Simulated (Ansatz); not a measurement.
Co (hcp, Mg type)

```xyz
2
Lattice="2.4939 0.0000 0.0000 -1.2470 2.1598 0.0000 0.0000 0.0000 4.0317" Properties=species:S:1:pos:R:3 pbc="T T T"
Co     0.0000     1.4399     3.0238
Co     1.2470     0.7199     1.0079
```

The volume is varied about the relaxed value V₀ at fixed cell shape. Symmetry pins the atoms to their sites.

Method: PBE (plane waves to 420 eV, PAW, scalar-relativistic; Ansatz, a program for electronic structure). k mesh 21×21×12 (Γ-centred), Fermi-Dirac smearing 0.05 eV. The energy includes the smearing's −TS. Compression counts positive. With the shape held, the modulus is that of even scaling; a crystal free to change shape is softer. Co was relaxed with its symmetry unable to fall. Relaxed Co ends ferromagnetic. The PAW data are Ansatz's earlier set. The magnetic order is the one the run started from; other orders were not tried. ΔE is measured from the relaxed starting cell.

```csv
V (Å³/atom),ΔE (kJ/mol of atoms),P (GPa),moment (μB/cell)
9.772,8.5,28.9,3.06
9.953,5.7,22.7,3.08
10.134,3.5,17.2,3.10
10.315,1.9,12.2,3.13
10.496,0.8,7.7,3.16
10.677,0.2,3.7,3.19
10.858,0.0,0.0,3.22
11.039,0.2,-3.3,3.25
11.220,0.7,-6.4,3.28
11.401,1.6,-9.1,3.31
11.582,2.7,-11.7,3.33
11.763,4.1,-14.0,3.35
11.944,5.7,-16.1,3.37
```

Derived quantities:

* **Pressure at the smallest volume**: 28.9 GPa
* **Energy cost of the largest compression**: 88 meV/atom
* **Energy cost of the largest expansion**: 60 meV/atom
* **Bulk modulus at fixed cell shape B₀ (third-order Birch-Murnaghan fit)**: 211 GPa
* **Pressure derivative B₀′ (fit)**: 4.8
* **Equilibrium volume of the fit**: 10.86 Å³/atom
* **Pressure for 5 % compression (fit)**: 12.3 GPa

(A scan under strain: stresses follow from slopes of the energy per volume, elastic moduli from its curvatures.)
